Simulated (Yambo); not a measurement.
Yambo run on LiCa$_{2}$CuN$_{2}$ (space group P4_2/mnm, No. 136). The wavefunctions are norm-conserving PBEsol (Quantum ESPRESSO, 92 Ry, no spin-orbit coupling) ones on a 2×2×2 mesh (52 occupied bands); a = 5.304 Å, b = 5.304 Å, c = 6.629 Å, α = 90.00°, β = 90.00°, γ = 90.00°.

Yambo input:

```
rim_cut
gw0
dyson
el_el_corr
HF_and_locXC
ppa
em1d
RandQpts= 1000000
RandGvec= 1 Ry
EXXRLvcs= 92 Ry
VXCRLvcs= 368 Ry
Chimod= "HARTREE"
% BndsRnXp
 11 | 288 |
%
NGsBlkXp= 7 Ry
% LongDrXp
 1.0 | 1.0 | 1.0 |
%
PPAPntXp= 15 eV
% GbndRnge
 1 | 288 |
%
GTermKind= "BG"
DysSolver= "n"
ExtendOut
% QPkrange
 1 | 1 | 52 | 53 |
%
```

k points by index: 1 = Γ.

The o-*.qp file then holds:

```
#    K-point    Band    Eo [eV]    E [eV]    E-Eo [eV]    Vxc [eV]    Vnlxc [eV]    Sc|Eo [eV]    Sc|E [eV]    dSc/dw|Eo [eV]    Re(Z)    Im(Z)
#
    1    52    0.000000    -0.176750    -0.176750    -21.61664    -26.39585    4.531270    4.602465    -10.94644    0.713120    -0.002265
    1    53    0.968249    1.332673    0.364424    -9.211752    -5.081142    -3.665345    -3.766186    -7.526159    0.783338    -0.001873
```
(The two width columns are left out.) Convergence of these settings isn't established.

Geometry of the Materials Project entry, not relaxed at this level.

The structure is a Materials Project entry; no match was found in the copy of COD used, and its stability was not checked.
